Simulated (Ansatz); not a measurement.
# AlAs, first-principles data

AlAs:
```cif
data_Al6As6
_chemical_formula_sum 'Al6 As6'
_space_group_name_H-M_alt 'Pm-3n'
_space_group_IT_number 223
_space_group_name_Hall '-P 4n 2 3'
_cell_length_a 7.04419
_cell_length_b 7.04419
_cell_length_c 7.04419
_cell_angle_alpha 90.000
_cell_angle_beta 90.000
_cell_angle_gamma 90.000
loop_
_atom_site_label
_atom_site_type_symbol
_atom_site_symmetry_multiplicity
_atom_site_Wyckoff_symbol
_atom_site_fract_x
_atom_site_fract_y
_atom_site_fract_z
_atom_site_occupancy
Al1 Al 6 c 0.00000 0.50000 0.25000 1
As1 As 6 d 0.00000 0.25000 0.50000 1
```

Space group Pm-3n (No. 223); conventional cell a = b = c = 7.0442 Å, α = β = γ = 90.00°.

Method: the program Ansatz at the PBE level (PAW). Structure relaxed to zero pressure with the same functional. Other levels are named where they apply.

Cell and energy:

Volume per atom: 29.13 Å³
Density: 2.90 g/cm³
Formation energy from the elements (no fitted shifts): -0.33 eV/atom

Electronic structure:

- Band gap: 1.28 eV (indirect)
- Valence-band maximum: at Γ
- Conduction-band minimum: on the Γ–X line, 71 % of the way from Γ (6 equivalent valleys)
- Smallest direct gap on the standard path: 1.38 eV
- Electron effective mass: 0.32, 0.32, 0.86 mₑ (principal values)
- Electron effective mass with spin–orbit coupling: 0.33, 0.33, 0.86 mₑ (principal values)
- Hole effective mass, band 1 of 3 at the edge: 2.7 along [100], 2.7 along [110], 0.42 along [111] (mₑ)
- Hole effective mass, band 2 of 3 at the edge: 2.7 along [100], 0.30 along [110], 0.42 along [111] (mₑ)
- Hole effective mass, band 3 of 3 at the edge: 0.082 along [100], 0.11 along [110], 0.12 along [111] (mₑ)
- Hole effective mass with spin–orbit coupling, band 1 of 2 at the edge: 2.6 along [100], 0.59 along [110], 0.43 along [111] (mₑ)
- Hole effective mass with spin–orbit coupling, band 2 of 2 at the edge: 0.12 along [100], 0.14 along [110], 0.15 along [111] (mₑ)
- Gap with spin–orbit coupling: 1.22 eV

Mechanics:

- Bulk modulus (Birch–Murnaghan fit) = 51.8 GPa
- Pressure derivative B′ = 4.3

The start of the workflow was typed in or built on a structure type; neither database checked (COD, Materials Project) lists it. It is not the phase usual at ambient conditions (space group No. 216). Symmetry was held in the PBE relaxation; its stability against distortions is not shown here. The volume moved by 26 % from the start of the relaxation. The references are the lowest solids computed at this level, not always the standard phases. Spin–orbit coupling is left out wherever it is not named.

Potentials: the earlier of the program's two PAW sets.
